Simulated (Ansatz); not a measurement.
MgO:
```
CELL_PARAMETERS angstrom
      0.00000     2.10376     2.10376
      2.10376     0.00000     2.10376
      2.10376     2.10376     0.00000
ATOMIC_POSITIONS crystal
  Mg 0.00000 0.00000 0.00000
  O  0.50000 0.50000 0.50000
```

This is the r²SCAN-relaxed structure.

Question: All from plane-wave PAW r²SCAN (Ansatz code), unless another level is named. Give the Debye temperature from the elastic constants.

Answer: 954 K.

Question: Next, the elastic constants (relaxed ions, GPa)?

Answer: C11 = 310, C12 = 94.6, C44 = 156.

Question: Predict the vibrational entropy at 300 K.

Answer: 13.5 J/(K·mol of atoms).

Space group Fm-3m (rock salt). The r²SCAN relaxation kept the symmetry of its start; phonons on a q-mesh show no instability.

Potentials: the earlier of the program's two PAW sets.
